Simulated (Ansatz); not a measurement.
Here is the system:

SnPt3:
```xyz
4
Lattice="4.0062 0.0000 0.0000 0.0000 4.0062 0.0000 0.0000 0.0000 4.0062" Properties=species:S:1:pos:R:3 pbc="T T T"
Sn     0.0000     0.0000     0.0000
Pt     2.0031     2.0031     0.0000
Pt     0.0000     2.0031     2.0031
Pt     2.0031     0.0000     2.0031
```

This is the PBEsol-relaxed structure.

### Question
All from the program Ansatz at the PBEsol level (PAW), unless another level is named. Give the formation energy from the elements (no fitted shifts).

### Answer
-0.40 eV/atom.

### Question
Predict the density of states at the Fermi level.

### Answer
0.33 states/eV per atom (mean over ±0.08 eV).

### Question
Predict the gap with spin–orbit coupling.

### Answer
none (metallic).

Space group Pm-3m (Cu3Au type). The first step of the workflow began from a Materials Project structure, measured or hypothetical; the Crystallography Open Database files this formula in space group No. 221, but the cells were not matched. Whether it is the stable phase at ambient conditions was not checked. The cell was relaxed with PBEsol under the symmetry of its start; of distortions, only those at the zone centre were tested. The run is not spin-polarised. The references are the lowest solids computed at this level, not always the standard phases. Spin–orbit coupling is left out wherever it is not named.

Potentials: the later of the program's two PAW sets.
